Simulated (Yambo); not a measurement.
A G0W0@PBEsol run in Yambo for CdCl₂ (space group R-3m, No. 166) (4×4×4 Γ-centred k mesh, bands 5 to 147 and a 8 Ry block in the screening, 147 bands in G with the Bruneval-Gonze terminator, plasmon pole fitted at 27.2 eV) gives these matrix elements, in eV, at the band edges (F → Γ):

```
state               E0    <Vxc>     <Σx>  <Σc(E0)>      Z
---------------  -----  -------  -------  --------  -----
valence edge     0.000  -15.687  -20.104     2.499  0.797
conduction edge  3.443  -11.470   -7.291    -3.294  0.840
```

Solve the linearised quasiparticle equation for both states, give the gap, and say how exchange and correlation each act on it.

E = E0 + Z(Σx + Σc − Vxc). Valence: 0.000 + 0.797 × (-20.104 + (2.499) − (-15.687)) = -1.53 eV. Conduction: 3.443 + 0.840 × (-7.291 + (-3.294) − (-11.470)) = 4.19 eV. The gap is 5.72 eV, against 3.44 eV in PBEsol. Replacing Vxc by bare exchange alone would open it by 8.60 eV; correlation takes back 5.79 eV of that, and Z scales what is left. Nearest settings tried, and what they do to the gap: 113 bands in W, 113 bands in G: +18 meV; 6 Ry block (135 vectors against 233): -64 meV; 6×6×6 mesh: -16 meV. So the settings aren't converged at that level. Spin-orbit splittings are left out.

Geometry of the Materials Project entry, not relaxed at this level; primitive cell a = 6.499 Å, b = 6.499 Å, c = 6.499 Å, α = 34.52°, β = 34.52°, γ = 34.52°.

The distance between layers or molecules is the database entry's, not relaxed here. Functionals without dispersion can leave it too large, which widens gaps and weakens the response across layers: the numbers belong to this cell.
